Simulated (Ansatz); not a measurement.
The relaxed structure here is a generated cell of Bi: the first start was made by placing the elements on the sites of a structure type, and the end was not matched to a known phase here, so it may be hypothetical. Known forms of Bi include space group No. 166.

A relaxed cell of Bi (I4/mmm (No. 139)), relaxed on a k-mesh at least as fine as the one used below. All values below come from PBEsol (plane waves to 420 eV, PAW, scalar-relativistic; Ansatz, an electronic-structure program). Γ-centred k-mesh 10×10×10 on the run's cell (coarser than for final values), Fermi–Dirac smearing 0.05 eV.

```
Bi
1.0
   -2.27399     2.27399     3.31394
    2.27399    -2.27399     3.31394
    2.27399     2.27399    -3.31394
Bi
2
Direct
  0.77273   0.77273   0.00000
  0.22727   0.22727   0.00000
```

The atoms are displaced along an unstable phonon of this cell by (Å):

| atom | ux | uy | uz |
|---|---|---|---|
| Bi1 | 0.000 | -0.150 | 0.000 |
| Bi2 | 0.000 | 0.150 | 0.000 |

What forces (eV/Å) and pressure result?


| atom | Fx | Fy | Fz |
|---|---|---|---|
| Bi1 | 0.00 | 0.50 | -0.26 |
| Bi2 | 0.00 | -0.50 | 0.26 |

Pressure +1.2 GPa.

No spin polarisation in the result.

The run that gave the undisplaced cell could not lose the symmetry of its start: the end is stationary, and may be a saddle point rather than a minimum.
